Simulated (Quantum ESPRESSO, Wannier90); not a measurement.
**Wannier functions of CuI (P-3m1)**

```
CELL_PARAMETERS angstrom
      4.12862     0.00000     0.00000
     -2.06431     3.57549     0.00000
      0.00000     0.00000     7.47811
ATOMIC_POSITIONS crystal
  Cu 0.66667 0.33333 0.58995
  Cu 0.33333 0.66667 0.41005
  I  0.33333 0.66667 0.75475
  I  0.66667 0.33333 0.24525
```

Cell from Materials Project (mp-570081), symmetrised, no further relaxation. Not found in the COD (Crystallography Open Database) copy used, which has the formula in other groups; not checked further. Method: PBEsol plane waves in Quantum ESPRESSO 7.5 (PseudoDojo norm-conserving files, 74 Ry, no spin polarisation, no spin-orbit coupling), Bloch states on a 4×4×4 mesh through Γ, Wannier90 4.0.1. Density: 12×12×4 mesh, cold smearing 0.01 Ry. A non-magnetic state is assumed, with no Hubbard U; filled 3d bands tend to lie too high at this level. The cell is built of weakly bound layers, chains or molecules. Database cells relaxed without dispersion often hold them too far apart, which can enlarge gaps and weakens couplings between them; spacing and stacking were not compared with the measured crystal. Spin-orbit coupling is left out although heavy elements are present.

Functional, cutoff and mesh named above are those of the base row (74); the first column says what each row takes instead. Model: 18 functions from bands 9-26, start SCDM (isolated) (the valence bands). Energies are relative to the valence-band maximum; the misfit is to pw.x on a path, for all bands of the set. Only the plane-wave cutoff changes (density cutoff four times as high). Ω_total can sit in another minimum from row to row; Ω_I of an isolated set cannot. A star marks runs that hit the step limit.

| ecutwfc (Ry) | Ω_I (Å²) | Ω_total (Å²) | rms misfit (meV) | gap (eV) | ΔE to highest cutoff (meV/atom) | plane waves a k-point, about (cost) |
|---|---|---|---|---|---|---|
| 37 | 17.70 | 20.78 | 57 | 1.437 | 44188.0 | 2800 |
| 46 | 16.87 | 19.92 | 32 | 1.652 | 14660.5 | 3900 |
| 56 | 16.67 | 19.84* | 15 | 1.580 | 3228.8 | 5300 |
| 74 | 16.63 | 19.82* | 13 | 1.537 | 74.3 | 8000 |
| 92 | 16.63 | 19.82* | 13 | 1.536 | 0.4 | 11000 |
| 115 | 16.63 | 19.82* | 13 | 1.536 | 0.0 | 16000 |
